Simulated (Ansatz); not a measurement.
Relaxed Pd (fcc, Cu type):

```
Pd
1.0
    0.00000     3.94276     3.94276
    1.97138     1.97138     3.94276
    1.97138     1.97138     0.00000
Pd
2
Cartesian
  0.00000   0.00000   0.00000
  0.00000   1.97138   1.97138
```

A phonon eigenvector at X = (0.5, 0.5, 0.0) is frozen into this cell: atom i moves by Q times the vector below, so Q is the largest atomic displacement, in Å. The cell is held. It is one choice among 2 degenerate patterns. (q is in reciprocal vectors of the primitive cell; the cell shown is doubled to hold the pattern.)

```tsv
atom	x	y	z
Pd1	0.000	1.000	0.000
Pd2	0.000	-1.000	0.000
```

Calculation: PBE (plane waves to 420 eV, PAW, scalar-relativistic; Ansatz, a quantum-chemistry and plane-wave program). k mesh 20×20×20 (Γ-centred), Fermi-Dirac smearing 0.05 eV. Energies are smeared free energies. With partly filled bands, energies and forces of such displacements shift with the k mesh and the smearing. Pd is run without spin polarisation. Pd was relaxed with its symmetry unable to fall. ΔE is measured from the undisplaced structure. The last digit holds for this mesh only.

```
Q (Å)   ΔE (meV/cell)
------  -------------
-0.180          273.4
-0.150       withheld
-0.120          121.2
-0.090           68.2
-0.060           30.3
-0.030            7.6
0.000             0.0
0.030             7.6
0.060            30.3
0.090            68.2
0.120           121.2
0.150        withheld
0.180           273.4
```

Problem. Fit an even polynomial form (powers 2, 4) to the given rows and predict ΔE at Q = -0.150.

Solution. Least squares on the 11 given rows: ΔE = (8406)·Q² + (995.1)·Q⁴, in meV/cell with Q in Å; root-mean-square residual 0.03 meV/cell. At -0.150 the fit gives 189.6 meV/cell; the calculation gives 189.5 meV/cell, so the interpolation is off by 0.1 (+0.1 %). The quadratic term alone would give 189.1 meV/cell.

(A displaced cell: forces are minus the slopes of the energy, force constants its curvatures, and phonons follow from these.)
